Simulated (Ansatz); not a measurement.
Computed with DFT PBE, scalar-relativistic, plane waves, PAW (Ansatz 0.2.0). Settings: cutoff 420 eV, Γ-centred meshes spaced at most about 0.3 Å⁻¹, and about 0.25 Å⁻¹ or finer for metals (2π included), Gaussian smearing. Collinear spin in cells that started with moments and kept them past the coarse steps, no spin elsewhere.

Each of these unrelaxed guesses is relaxed in cell and atoms within its symmetry. A guess keeps its type if space group and coordination stay and the shape of the cell changes little (axis ratios within about 15 %, angles within 6°); the volume may change.

1. WCl2F2 (collinear spin from parallel moments)

Space group I4/mmm (No. 139). a = 4.367 Å, b = 4.367 Å, c = 9.938 Å, α = 90.00°, β = 90.00°, γ = 90.00°
| atom | site | symmetry | x | y | z |
| --- | --- | --- | --- | --- | --- |
| W | 2a | 4/mmm | 0.0000 | 0.0000 | 0.0000 |
| Cl | 4e | 4mm | 0.0000 | 0.0000 | 0.3540 |
| F | 4d | -4m2 | 0.0000 | 0.5000 | 0.2500 |

2. Si2Ge3

Space group P-6m2 (No. 187). a = 2.922 Å, b = 2.922 Å, c = 23.868 Å, α = 90.00°, β = 90.00°, γ = 120.00°
| atom | site | symmetry | x | y | z |
| --- | --- | --- | --- | --- | --- |
| Si | 2g | 3m. | 0.0000 | 0.0000 | 0.7000 |
| Si | 2h | 3m. | 0.3333 | 0.6667 | 0.4000 |
| Ge | 2g | 3m. | 0.0000 | 0.0000 | 0.9000 |
| Ge | 1b | -6m2 | 0.0000 | 0.0000 | 0.5000 |
| Ge | 2h | 3m. | 0.3333 | 0.6667 | 0.8000 |
| Ge | 1c | -6m2 | 0.3333 | 0.6667 | 0.0000 |

Question: Which guesses survive the relaxation?

Answer: Guess 2 keeps its type.

```json
{"guess": "1", "kept": "no", "start group": "I4/mmm", "end group": "I4/mmm", "V start (Å³/atom)": "19.0", "V end": "14.2", "b/a and c/a, end over start": "1.00, 2.20", "nearest neighbours start": "Cl 4, F 4, W 18", "nearest neighbours end": "Cl 9, F 4, W 8"}
{"guess": "2", "kept": "yes", "start group": "P-6m2", "end group": "P-6m2", "V start (Å³/atom)": "17.6", "V end": "17.6", "b/a and c/a, end over start": "1.00, 1.02", "nearest neighbours start": "Ge 12, Si 12", "nearest neighbours end": "Ge 12, Si 12"}
```

Neighbours count within 15 % of an atom's shortest distance; end groups are read at 0.02 Å (0.05 Å in metals).

Weakly bound directions are ill-defined at this level, which has no dispersion term (WCl2F2 I4/mmm). Spin–orbit coupling, which can matter for W, is left out. Another magnetic order may lie lower. Cells relaxed within their symmetry can be saddle points.
